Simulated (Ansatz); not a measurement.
TaGe$_{2}$ in space group P6_222 (No. 180; Ta on 3d, Ge on 6j) under volume change, r²SCAN (plane waves, PAW; program Ansatz), shape and atoms relaxed at each volume.

```
V (Å³/atom)  E − E(relaxed) (meV/atom)  P (GPa)
-----------  -------------------------  -------
14.596                            77.4    18.77
15.077                               ?        ?
15.558                             7.6     5.23
16.039                             0.0     0.00
16.521                               ?        ?
17.002                            26.0    -8.22
17.483                            55.6   -11.38
```

Task: What belongs in the gaps?

Result: 
- 15.077, E − E(relaxed) (meV/atom): 32.4
- 15.077, P (GPa): 11.42
- 16.521, E − E(relaxed) (meV/atom): 6.9
- 16.521, P (GPa): -4.45

Task: What does a third-order Birch–Murnaghan fit give for V₀, B₀ and B′?

Result: V₀ = 16.04 Å³/atom, B₀ = 161 GPa, B′ = 4.6.

The workflow started from a Materials Project entry (that database holds measured and hypothetical structures alike); the Crystallography Open Database files this formula in space group No. 180, but the cells were not matched. Whether it is the stable phase at ambient conditions was not checked. The cell was relaxed with r²SCAN under the symmetry of its start; its stability against distortions is not shown here. The run is not spin-polarised. Scalar-relativistic: spin–orbit coupling is off unless named, which matters more the heavier the elements.

Potentials: the later of the program's two PAW sets.
